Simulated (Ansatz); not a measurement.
GaAs:
```xyz
2
Lattice="3.3738 0.0000 0.0000 0.0000 3.3738 0.0000 0.0000 0.0000 3.3738" Properties=species:S:1:pos:R:3 pbc="T T T"
Ga     0.0000     0.0000     0.0000
As     1.6869     1.6869     1.6869
```

Relaxed with PBE. Special points in fractions of this cell's reciprocal vectors: Γ (0.000, 0.000, 0.000); X (0.000, 0.500, 0.000); M (0.500, 0.500, 0.000); R (0.500, 0.500, 0.500).

List the band energies nearest the Fermi level at these points for DFT-PBE in the program Ansatz with PAW potentials.

In eV from the Fermi level; about four levels below and three above (degenerate sets whole), none deeper than 8.9 eV; … stands for higher levels left out; points with the same levels are listed once.

```tsv
k	below	above
Γ	-2.27 -0.61 -0.61 -0.61	4.84 4.84 …
X	-8.14	1.33 1.33 2.64
M	-5.07 -5.07 -4.66	2.20 6.98 7.00 7.00
R	-2.26 -0.37 -0.37 -0.37	…
```

Space group Pm-3m (CsCl type). A made-up cell: these elements were put on the sites of a structure type; neither database checked (COD, Materials Project) lists it. It is not the phase usual at ambient conditions (space group No. 216). The PBE relaxation kept the symmetry of its start; of distortions, only those at the zone centre were tested. Spin–orbit coupling is left out wherever it is not named.

Potentials: the later of the program's two PAW sets.
